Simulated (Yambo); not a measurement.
AgI (space group P4/nmm, No. 129), G0W0@PBEsol in Yambo with this input:

```
rim_cut
gw0
dyson
el_el_corr
HF_and_locXC
ppa
em1d
RandQpts= 1000000
RandGvec= 1 Ry
EXXRLvcs= 82 Ry
VXCRLvcs= 328 Ry
Chimod= "HARTREE"
% BndsRnXp
 9 | 194 |
%
NGsBlkXp= 7 Ry
% LongDrXp
 1.0 | 1.0 | 1.0 |
%
PPAPntXp= 27.2114 eV
% GbndRnge
 1 | 194 |
%
GTermKind= "BG"
DysSolver= "n"
ExtendOut
```

On a 2×2×2 mesh, with wavefunctions cut at 82 Ry, the gap (Γ → Γ) is 2.043 eV and the valence edge shifts by -0.603 eV.

Question: What happens with this change: 93 bands in W?

Answer: The gap rises by 0.060 eV, to 2.103 eV; the shift of the valence edge becomes -0.477 eV. Neither run is shown to be the converged limit.

Spin-orbit coupling is not included.

Geometry relaxed with PBE+D3(BJ); primitive cell a = 4.3924 Å, b = 4.3924 Å, c = 6.2191 Å, α = 90.00°, β = 90.00°, γ = 90.00°.

This is not the ordinary phase of the substance; no match was found in the copy of COD used, and its stability was not checked.

A shift is the quasiparticle energy of the state minus its PBEsol energy.
